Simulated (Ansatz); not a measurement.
Values for one crystal, relaxed and computed with plane-wave PAW PBE (Ansatz code); other levels are named.

| Property | Value |
|---|---|
| Volume per atom | 32.98 Å³ |
| Band gap | 3.09 eV (indirect) |
| Formation energy from the elements (no fitted shifts) | -0.68 eV/atom |
| Valence-band maximum | on the Σ0–Γ line, 19 % of the way from Σ0 (k = 0.271, -0.271, -0.271) |
| Conduction-band minimum | on the G0–X line, 16 % of the way from G0 (k = 0.344, 0.344, -0.344) (2 equivalent valleys) |
| Smallest direct gap on the standard path | 3.41 eV |

Which of these materials gives this?
(A) SiS2, Ibam (Si on 4a, S on 8j)
(B) CsCl, CsCl type
(C) MgS, rock salt
(D) RbBr, rock salt

A, SiS2, Ibam (Si on 4a, S on 8j)

The PBE relaxation kept the symmetry of its start. The volume lies over 15 % above that of the usual cell of this phase: another minimum, or an error of the functional. A crystal of weakly bound chains computed without a dispersion correction: the cell and the soft elastic constants depend strongly on that. The references are the lowest solids computed at this level, not always the standard phases.

Potentials: the later of the program's two PAW sets.
